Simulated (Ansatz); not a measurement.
LiCl:
```xyz
2
Lattice="0.0000 2.5561 2.5561 2.5561 0.0000 2.5561 2.5561 2.5561 0.0000" Properties=species:S:1:pos:R:3 pbc="T T T"
Li     0.0000     0.0000     0.0000
Cl     2.5561     2.5561     2.5561
```

Relaxed with r²SCAN. Special points in fractions of this cell's reciprocal vectors: Γ (0.000, 0.000, 0.000); X (0.500, 0.000, 0.500); U (0.625, 0.250, 0.625); K (0.375, 0.375, 0.750); L (0.500, 0.500, 0.500); W (0.500, 0.250, 0.750).

Question: List the band energies nearest the valence-band maximum at these points for the program Ansatz at the r²SCAN level (PAW).

Answer: In eV from the valence-band maximum; about four levels below and three above (degenerate sets whole), none deeper than 8.9 eV; points with the same levels are listed once.

```json
[
 {"k": "Γ", "below": "0.00 0.00 0.00", "above": "7.29 12.51 12.51 12.51"},
 {"k": "X", "below": "-2.98 -1.14 -1.14", "above": "8.62 8.85 13.67"},
 {"k": "U", "below": "-2.55 -1.84 -0.86", "above": "8.81 10.69 12.44"},
 {"k": "L", "below": "-2.91 -0.28 -0.28", "above": "7.54 10.25 10.25"},
 {"k": "W", "below": "-2.18 -2.18 -1.10", "above": "10.34 11.07 11.22 11.22"}
]
```

Space group Fm-3m (rock salt). Symmetry was held in the r²SCAN relaxation; phonons on a q-mesh show no instability.

Potentials: the later of the program's two PAW sets.
